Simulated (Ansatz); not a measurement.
NiPt (P4/mmm); total moment held at 0.31 μB.

```xyz
2
Lattice="2.7099 0.0000 0.0000 0.0000 2.7099 0.0000 0.0000 0.0000 3.5783" Properties=species:S:1:pos:R:3 pbc="T T T"
Ni    1.3550    1.3550    1.7892
Pt    0.0000    0.0000    0.0000
```

Geometry: a structure from the Materials Project; nothing is relaxed.

Functional, mesh and filling: LDA, 11×11×8 k mesh, Fermi–Dirac smearing of 0.1 eV. PAW means Ansatz 0.2.0 on its default frozen-core files. Site moments are integrated in spheres about the atoms. Start moments (μB): Ni1 0.205, Pt2 0.105.

The self-consistent cycle went as follows.

```csv
iteration,Harris–Foulkes energy less the last (meV),density residual (eV),M (μB),∫|m| (μB)
1,-3134.925,2.6e+01,0.3100,0.3108
2,-725.561,2.5e+00,0.3100,0.3141
3,-35.040,8.4e-02,0.3100,0.3151
4,-2.808,4.3e-02,0.3100,0.3186
5,0.096,8.1e-04,0.3100,0.3239
6,-0.198,2.4e-03,0.3100,0.3281
7,0.002,9.4e-05,0.3100,0.3289
8,-0.002,1.3e-05,0.3100,0.3295
9,0.000,2.6e-06,0.3100,0.3296
10,0.000,4.7e-07,0.3100,0.3297
11,0.000,3.0e-09,0.3100,0.3296
```

Site moments (μB): Ni1 0.23, Pt2 0.09. Cell moment 0.31 μB.

The PAW files were made with PBE; the program remakes their cores once for the run's functional and then keeps them frozen. The Ansatz runs typed with the search for lower states off end where their start leads. Spin–orbit coupling is left out although heavy atoms are present. The magnetic state is the one that this cell and start allow. It needn't be the compound's measured order, which may need a larger cell or be absent.
